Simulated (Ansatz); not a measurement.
Given:

MnBr$_{2}$:
```
CELL_PARAMETERS angstrom
      3.84955     0.00000     0.00000
     -1.92477     3.33381     0.00000
      0.00000     0.00000     6.30699
ATOMIC_POSITIONS crystal
  Mn 0.00000 0.00000 0.00000
  Br 0.33333 0.66667 0.23942
  Br 0.66667 0.33333 0.76058
```
The run is spin-polarised; directions of the spins, atom by atom: ↑ 0 0.

This is the r²SCAN+D4-relaxed structure.

### Question
All from DFT-r²SCAN+D4 in the program Ansatz with PAW potentials, unless another level is named. Predict the smallest direct gap on the standard path.

### Answer
2.66 eV.

### Question
Give the electron effective mass.

### Answer
0.57, 3.0, 16 mₑ (principal values).

### Question
What about the conduction-band minimum?

### Answer
at M (3 equivalent valleys).

Space group P-3m1 (CdI2 type). The first step of the workflow began from a Materials Project structure, measured or hypothetical; the Crystallography Open Database files this formula in space group No. 164, but the cells were not matched. Whether it is the stable phase at ambient conditions was not checked. The r²SCAN+D4 relaxation kept the symmetry of its start; its stability against distortions is not shown here. Spin order of the final state: ferromagnetic, chosen from 5 collinear starts compared on coarse meshes (ties went to the first, and starts can fall back to one state), not a proven ground state. Other orbital occupations within this spin state were not tried. No Hubbard U is applied. Spin–orbit coupling is left out wherever it is not named.

Potentials: the later of the program's two PAW sets.
